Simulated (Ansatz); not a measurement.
The relaxed structure here is a generated cell of CdAu: the first start was made by placing the elements on the sites of a structure type, and the end was not matched to a known phase here, so it may be hypothetical.

A relaxed cell of CdAu (P6₃/mmc (No. 194)), relaxed on a k-mesh at least as fine as the one used below. All values below come from PBEsol (plane waves to 420 eV, PAW, scalar-relativistic; Ansatz, a program for electronic structure). Γ-centred k-mesh 12×12×2 on the run's cell (coarser than for final values), Fermi–Dirac smearing 0.05 eV.

```yaml
crystal:
  lattice:
    - [3.00031, 0.00000, 0.00000]
    - [-1.50015, 2.59834, 0.00000]
    - [0.00000, 0.00000, 18.69575]
  atoms:
    - { symbol: Cd, position: [0.33333, 0.66667, 0.12487] }
    - { symbol: Cd, position: [0.66667, 0.33333, 0.62487] }
    - { symbol: Cd, position: [0.66667, 0.33333, 0.87513] }
    - { symbol: Cd, position: [0.33333, 0.66667, 0.37513] }
    - { symbol: Au, position: [0.00000, 0.00000, 0.00000] }
    - { symbol: Au, position: [0.00000, 0.00000, 0.50000] }
    - { symbol: Au, position: [0.33333, 0.66667, 0.75000] }
    - { symbol: Au, position: [0.66667, 0.33333, 0.25000] }
```

The atoms are displaced by (Å):

```json
[
 {"atom": "Cd1", "ux": "0.032", "uy": "-0.052", "uz": "-0.077"},
 {"atom": "Cd2", "ux": "0.026", "uy": "-0.063", "uz": "0.016"},
 {"atom": "Cd3", "ux": "0.056", "uy": "0.027", "uz": "0.043"},
 {"atom": "Cd4", "ux": "-0.056", "uy": "-0.104", "uz": "0.021"},
 {"atom": "Au5", "ux": "-0.050", "uy": "0.009", "uz": "-0.041"},
 {"atom": "Au6", "ux": "0.120", "uy": "0.112", "uz": "-0.022"},
 {"atom": "Au7", "ux": "-0.102", "uy": "-0.105", "uz": "-0.040"},
 {"atom": "Au8", "ux": "-0.069", "uy": "-0.073", "uz": "-0.169"}
]
```

Q: What forces (eV/Å) and pressure result?

A: 
```json
[
 {"atom": "Cd1", "Fx": "-0.15", "Fy": "0.04", "Fz": "-0.17"},
 {"atom": "Cd2", "Fx": "-0.04", "Fy": "0.03", "Fz": "-0.30"},
 {"atom": "Cd3", "Fx": "-0.19", "Fy": "-0.07", "Fz": "-0.55"},
 {"atom": "Cd4", "Fx": "0.06", "Fy": "0.19", "Fz": "-0.70"},
 {"atom": "Au5", "Fx": "0.15", "Fy": "-0.03", "Fz": "0.24"},
 {"atom": "Au6", "Fx": "-0.11", "Fy": "-0.24", "Fz": "0.37"},
 {"atom": "Au7", "Fx": "0.19", "Fy": "0.09", "Fz": "0.38"},
 {"atom": "Au8", "Fx": "0.09", "Fy": "-0.01", "Fz": "0.73"}
]
```

Pressure +0.9 GPa.

No spin polarisation in the result.

The run that gave the undisplaced cell could not lose the symmetry of its start; a randomly shaken copy of 8 atoms returns to this structure.
